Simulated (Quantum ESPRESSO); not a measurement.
# AlMg3F7O: input and log of a self-consistent run

A calculation, not a measurement. The program is pw.x of Quantum ESPRESSO 7.5 (plane-wave density functional theory). The cell is made up: 12 atoms on a fluorite lattice, with randomly drawn elements, strain and displacements, not relaxed. PseudoDojo standard norm-conserving files (v0.5 for PBE, v0.4.1 for LDA and PBEsol) set the functional; there is no spin polarisation, spin-orbit coupling or dispersion term, and the masses in the input are unused placeholders.

Input:

```
&control calculation='scf', pseudo_dir='./dojo.nc.sr.pbe.v0_5.standard.upf', outdir='./o', disk_io='medium', tprnfor=.true., tstress=.true. /
&system ibrav=0, nat=12, ntyp=4, nbnd=50, ecutwfc=105.61755193, nosym=.true., tot_charge=0,
 occupations='smearing', smearing='fd', degauss=0.0018374661
/
&electrons conv_thr=7.350e-09, electron_maxstep=60, /
ATOMIC_SPECIES
Al 1.0 Al.upf
F 1.0 F.upf
Mg 1.0 Mg.upf
O 1.0 O.upf
CELL_PARAMETERS angstrom
4.8981 0.0683 -0.0195
0.0683 5.0083 -0.0226
-0.0195 -0.0226 5.0039
ATOMIC_POSITIONS angstrom
Al -0.0447 -0.0994 -0.0667
Mg 0.0843 2.6059 2.6434
Mg 2.5898 0.044 2.243
Mg 2.5107 2.5546 -0.0785
F 1.456 1.1971 1.144
F 1.3327 1.3146 3.7836
F 1.3185 3.585 1.2003
F 1.1974 3.7254 3.8152
O 3.5077 1.2835 1.3511
F 3.7505 1.3292 3.6059
F 3.5654 3.7892 1.3629
F 3.6555 3.8083 3.5164
K_POINTS automatic
7 6 6 1 1 1
```

The log is shortened where brackets say so; the opening notice, blank lines, dates and the lines on written files are dropped, and the path of the files is cut. It prints rydbergs, bohrs and kilobars, and counts compression as positive stress. With no partly filled state, the Fermi energy that it prints is only some level between the filled and the empty states on the mesh, and need not lie in the true gap.

```
     Program PWSCF v.7.5
     Parallel version (MPI & OpenMP), running on       1 processor cores
     Number of MPI processes:                 1
     Threads/MPI process:                     1
     [start-up lines left out]
     bravais-lattice index     =            0
     lattice parameter (alat)  =       9.2570  a.u.
     unit-cell volume          =     828.1809 (a.u.)^3
     number of atoms/cell      =           12
     number of atomic types    =            4
     number of electrons       =        88.00
     number of Kohn-Sham states=           50
     kinetic-energy cutoff     =     105.6176  Ry
     charge density cutoff     =     422.4702  Ry
     scf convergence threshold =      7.3E-09
     mixing beta               =       0.7000
     number of iterations used =            8  plain     mixing
     Exchange-correlation= PBE
                           (   1   4   3   4   0   0   0)
     [axes and pseudopotential details left out]
   Cartesian axes
     site n.     atom                  positions (alat units)
         1        Al     tau(   1) = (  -0.0091250  -0.0202914  -0.0136161  )
         2        Mg     tau(   2) = (   0.0172089   0.5319667   0.5396219  )
         3        Mg     tau(   3) = (   0.5286800   0.0089821   0.4578845  )
         4        Mg     tau(   4) = (   0.5125326   0.5214943  -0.0160249  )
         5        F      tau(   5) = (   0.2972269   0.2443752   0.2335354  )
         6        F      tau(   6) = (   0.2720565   0.2683616   0.7723816  )
         7        F      tau(   7) = (   0.2691577   0.7318395   0.2450284  )
         8        F      tau(   8) = (   0.2444364   0.7605007   0.7788324  )
         9        O      tau(   9) = (   0.7160595   0.2620128   0.2758127  )
        10        F      tau(  10) = (   0.7656246   0.2713420   0.7361060  )
        11        F      tau(  11) = (   0.7278384   0.7735248   0.2782215  )
        12        F      tau(  12) = (   0.7462313   0.7774238   0.7178356  )
     number of k points=   126  Fermi-Dirac smearing, width (Ry)=  0.0018
     Number of k-points >= 100: set verbosity='high' to print them.
     Dense  grid:   121369 G-vectors     FFT dimensions: (  64,  64,  64)
     Estimated max dynamical RAM per process >     178.47 MB
     Initial potential from superposition of free atoms
     starting charge      87.9951, renormalised to      88.0000
     Starting wfcs are   51 randomized atomic wfcs
     total cpu time spent up to now is       70.3 secs
     per-process dynamical memory:   104.2 Mb
     Self-consistent Calculation
     iteration #  1     ecut=   105.62 Ry     beta= 0.70
     Davidson diagonalization with overlap
     ethr =  1.00E-02,  avg # of iterations =  4.3
     total cpu time spent up to now is      239.9 secs
     total energy              =    -739.33664885 Ry
     estimated scf accuracy    <       2.18705100 Ry
     iteration #  2     ecut=   105.62 Ry     beta= 0.70
     Davidson diagonalization with overlap
     ethr =  2.49E-03,  avg # of iterations =  3.2
     total cpu time spent up to now is      409.3 secs
     total energy              =    -738.94802608 Ry
     estimated scf accuracy    <       6.04702562 Ry
     iteration #  3     ecut=   105.62 Ry     beta= 0.70
     Davidson diagonalization with overlap
     ethr =  2.49E-03,  avg # of iterations =  3.0
     total cpu time spent up to now is      586.9 secs
     total energy              =    -740.29712369 Ry
     estimated scf accuracy    <       0.67983423 Ry
     iteration #  4     ecut=   105.62 Ry     beta= 0.70
     Davidson diagonalization with overlap
     ethr =  7.73E-04,  avg # of iterations =  2.0
     total cpu time spent up to now is      743.4 secs
     total energy              =    -740.32073787 Ry
     estimated scf accuracy    <       0.12372218 Ry
     iteration #  5     ecut=   105.62 Ry     beta= 0.70
     Davidson diagonalization with overlap
     ethr =  1.41E-04,  avg # of iterations =  3.6
     total cpu time spent up to now is      876.2 secs
     total energy              =    -740.32267596 Ry
     estimated scf accuracy    <       0.01888567 Ry
     [iterations 6 to 7 left out]
     iteration #  8     ecut=   105.62 Ry     beta= 0.70
     Davidson diagonalization with overlap
     ethr =  9.89E-08,  avg # of iterations =  2.0
     total cpu time spent up to now is     1383.6 secs
     total energy              =    -740.32586893 Ry
     estimated scf accuracy    <       0.00000448 Ry
     iteration #  9     ecut=   105.62 Ry     beta= 0.70
     Davidson diagonalization with overlap
     ethr =  5.09E-09,  avg # of iterations =  3.0
     total cpu time spent up to now is     1566.7 secs
     total energy              =    -740.32586953 Ry
     estimated scf accuracy    <       0.00000361 Ry
     iteration # 10     ecut=   105.62 Ry     beta= 0.70
     Davidson diagonalization with overlap
     ethr =  4.10E-09,  avg # of iterations =  2.0
     total cpu time spent up to now is     1734.4 secs
     total energy              =    -740.32586983 Ry
     estimated scf accuracy    <       0.00000041 Ry
     iteration # 11     ecut=   105.62 Ry     beta= 0.70
     Davidson diagonalization with overlap
     ethr =  4.67E-10,  avg # of iterations =  2.7
     total cpu time spent up to now is     1926.1 secs
     total energy              =    -740.32586991 Ry
     estimated scf accuracy    <       0.00000002 Ry
     iteration # 12     ecut=   105.62 Ry     beta= 0.70
     Davidson diagonalization with overlap
     ethr =  2.01E-11,  avg # of iterations =  2.0
     total cpu time spent up to now is     2119.3 secs
     End of self-consistent calculation
     Number of k-points >= 100: set verbosity='high' to print the bands.
     the Fermi energy is     8.0828 ev
!    total energy              =    -740.32586991 Ry
     estimated scf accuracy    <          6.9E-10 Ry
     smearing contrib. (-TS)   =      -0.00000001 Ry
     internal energy E=F+TS    =    -740.32586991 Ry
     The total energy is F=E-TS. E is the sum of the following terms:
     one-electron contribution =    -412.54775697 Ry
     hartree contribution      =     243.66320820 Ry
     xc contribution           =    -136.58132414 Ry
     ewald contribution        =    -434.85999699 Ry
     convergence has been achieved in  12 iterations
     Forces acting on atoms (cartesian axes, Ry/au):
     atom    1 type  1   force =    -0.02390990    0.10328038    0.06003679
     atom    2 type  3   force =    -0.02359438   -0.08746143   -0.08148591
     atom    3 type  3   force =    -0.07732113    0.03404532    0.07428874
     atom    4 type  3   force =     0.03165636   -0.06569475    0.04810102
     atom    5 type  2   force =    -0.16525407   -0.04687081   -0.01428692
     atom    6 type  2   force =    -0.03110323   -0.03186151   -0.02166229
     atom    7 type  2   force =    -0.07724829    0.04657444    0.00342551
     atom    8 type  2   force =    -0.03097276    0.06199897    0.02071532
     atom    9 type  4   force =     0.23737214    0.04204349   -0.16333233
     atom   10 type  2   force =     0.03821584   -0.02857589    0.08679162
     atom   11 type  2   force =     0.10491465   -0.05795126   -0.13657219
     atom   12 type  2   force =     0.01724478    0.03047304    0.12398063
     Total force =     0.489627     Total SCF correction =     0.000056
     Computing stress (Cartesian axis) and pressure
          total   stress  (Ry/bohr**3)                   (kbar)     P=       68.72
   0.00079157   0.00016467  -0.00001533          116.44       24.22       -2.25
   0.00016467   0.00026608  -0.00014519           24.22       39.14      -21.36
  -0.00001533  -0.00014519   0.00034389           -2.25      -21.36       50.59
     init_run     :     63.98s CPU     70.20s WALL (       1 calls)
     electrons    :   1961.98s CPU   2049.04s WALL (       1 calls)
     forces       :     29.79s CPU     30.13s WALL (       1 calls)
     stress       :     92.74s CPU     93.08s WALL (       1 calls)
     [timing details left out]
     PWSCF        :  35m49.09s CPU  37m24.22s WALL
     JOB DONE.
```

In other units: free energy -10072.647 eV for the cell, pressure 6.87 GPa, largest force component 6.103 eV/Å. This run is the check on a run of the same cell at 1143 eV and a 5 x 4 x 4 mesh: rerunning at 1437 eV and a 7 x 6 x 6 mesh moved values by no more than 0.004 eV in energy, 0.03 GPa in stress and 0.005 eV/Å in force.